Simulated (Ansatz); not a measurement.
Trial structure of Y₂Be₂N, not yet relaxed:

```xyz
5
Lattice="-2.0102 2.2838 2.3718 2.0102 -2.2838 2.3718 2.0102 2.2838 -2.3718" Properties=species:S:1:pos:R:3 pbc="T T T"
Y     0.0000    0.0000    2.3718
Y     2.0102    0.0000    0.0000
Be    0.0000    3.6020    0.0000
Be    0.0000    0.9656    0.0000
N     0.0000    0.0000    0.0000
```

All numbers below come from DFT PBE, scalar-relativistic, plane waves, PAW (Ansatz). Settings: cutoff 420 eV, Γ-centred mesh 6×6×6 on the computed 5-atom cell, Gaussian smearing of 0.10 eV; no spin polarisation.

Formation energies are uncorrected and refer to the elements' standard structures at the same level (N₂ as a molecule).

Q: Estimate its pressure, forces and energy as it stands.

A: The pressure is 282.8 GPa (the mean over three directions, positive in compression), the largest force is 67.35 eV/Å, and the energy is +6.30 eV/atom against the elements. The shortest distance is 0.97 Å, so close that the PAW spheres overlap strongly and these values are rough.

Q: How much does it gain on relaxing, and where does it end?

A: Relaxing gains about 6.9 eV/atom (the start's value is from the coarse mesh, so the gain is rough) in 24 ionic steps and ends at −0.62 eV/atom on the finer mesh. The symmetry goes from Immm (No. 71) to I4/mmm (No. 139). The volume per atom grows by 90.4 %, from 8.7 to 16.6 Å³. The shortest distance goes from 0.97 Å (Be–N) to 1.61 Å (Be–N). Conventional cell: a = 4.823 Å, c = 7.130 Å. Y is surrounded by 2 N at 2.41 Å, 4 Be at 2.90 Å, 4 Be at 3.10 Å and 6 Y at 3.41–3.57 Å; Be has 1 N at 1.61 Å, 4 Y at 2.90 Å and 4 Y at 3.10 Å; around N lie 2 Be at 1.61 Å and 4 Y at 2.41 Å.

The last run used a 12×12×12 mesh for its 5-atom cell and Gaussian smearing of 0.10 eV. The relaxation can't lower the symmetry of the start. Symmetry constrained the relaxation, so the result can be a saddle point.
